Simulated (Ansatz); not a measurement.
NiGe (CsCl type), relaxed with PBE (Ansatz, a program for electronic structure, plane waves, PAW): a = 2.977 Å, b = 2.977 Å, c = 2.977 Å, α = 90.00°, β = 90.00°, γ = 90.00°.

- ΔH_f (eV/atom) = -0.06
- B₀ by P(V) fit (GPa) = 132

### Question
The same phase is relaxed and computed with PBEsol in the same code. What are the cell and these values now?

### Answer
a = 2.9290 Å, b = 2.9290 Å, c = 2.9290 Å, α = 90.00°, β = 90.00°, γ = 90.00°.

* **ΔH_f (eV/atom)**: -0.12
* **B₀ by P(V) fit (GPa)**: 154

Constructed cells (a structure type filled with these elements, in neither database checked): NiGe, CsCl type. Began spin-polarised and lost the moments: NiGe, CsCl type with PBE; NiGe, CsCl type with PBEsol. All cells were relaxed under the symmetry of their starts (and spin orders); stability against distortions was not tested throughout. Scalar-relativistic: spin–orbit coupling is off unless named, which matters more the heavier the elements.

Potentials: the later of the program's two PAW sets.

Ansatz is a plane-wave DFT program.

Formation energies count from the lowest solids of the elements computed at the same level, not from gases.
